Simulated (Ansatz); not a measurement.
The relaxed structure here is a generated cell of SnTe: the first start was made by placing the elements on the sites of a structure type, and the end was not matched to a known phase here, so it may be hypothetical. Known forms of SnTe include space group No. 225.

A relaxed structure of SnTe. Space group P6₃mc (No. 186). Computed with PBE (plane waves to 420 eV, PAW, scalar-relativistic; Ansatz, a first-principles code).

```cif
data_Sn4Te4
_chemical_formula_sum 'Sn4 Te4'
_space_group_name_H-M_alt 'P63mc'
_space_group_IT_number 186
_space_group_name_Hall 'P 6c -2c'
_cell_length_a 5.43834
_cell_length_b 5.43834
_cell_length_c 12.83865
_cell_angle_alpha 90.000
_cell_angle_beta 90.000
_cell_angle_gamma 120.000
loop_
_atom_site_label
_atom_site_type_symbol
_atom_site_symmetry_multiplicity
_atom_site_Wyckoff_symbol
_atom_site_fract_x
_atom_site_fract_y
_atom_site_fract_z
_atom_site_occupancy
Sn1 Sn 2 a 0.00000 0.00000 0.02549 1
Sn2 Sn 2 b 0.33333 0.66667 0.27264 1
Te1 Te 2 a 0.00000 0.00000 0.28884 1
Te2 Te 2 b 0.33333 0.66667 0.03867 1
```

- Volume per atom: 41.10 Å³
- Band gap: 0.67 eV, indirect (valence top at K, conduction bottom at k = (0.1429, 0.1429, 0.3333)) (no spin-orbit coupling)
- Smallest direct gap: 0.78 eV at K
- Shortest distances: Sn–Te 3.00 Å
- k-mesh: 7×7×3

Band energies at high-symmetry points (eV from the VBM; labels of this space group; no spin-orbit coupling), from −5 eV up to 3.3 eV:

| point | energies |
|---|---|
| Γ | -4.11 -3.17 -3.17 -2.81 -2.81 -2.50 -2.50 -2.08 -2.00 -2.00 -1.54 -1.23 0.85 0.85 0.92 0.92 1.44 1.69 1.69 1.93 1.93 2.42 2.70 |
| M | -3.81 -3.68 -3.23 -3.14 -3.09 -2.26 -2.12 -1.82 -1.78 -1.15 -1.11 -0.58 0.71 1.53 1.87 2.40 2.63 2.74 2.79 2.87 3.17 |
| K | -4.08 -4.08 -3.57 -3.13 -3.13 -2.38 -2.38 -1.43 -0.54 -0.20 -0.20 0.00 0.78 1.28 1.28 1.36 1.76 1.85 1.85 |
| A | -3.27 -3.27 -3.05 -3.05 -3.05 -3.05 -2.20 -2.20 -2.20 -2.20 -1.14 -1.14 0.93 0.93 0.93 0.93 1.73 1.73 1.73 1.73 1.87 1.87 |
| L | -3.64 -3.64 -2.95 -2.95 -2.56 -2.56 -2.49 -2.49 -1.75 -1.75 -0.68 -0.68 1.67 1.67 2.16 2.16 2.72 2.72 2.83 2.83 3.04 3.04 |
| H | -3.99 -3.99 -3.39 -3.39 -2.64 -2.64 -2.16 -2.16 -0.41 -0.41 -0.20 -0.20 1.16 1.16 1.49 1.49 1.77 1.77 2.87 2.87 |

No spin polarisation in the result. Without spin-orbit coupling the bands of the heavy element are not split, so the gap can be far off.

The run could not lose the symmetry of its start: the end is stationary, and may be a saddle point rather than a minimum.
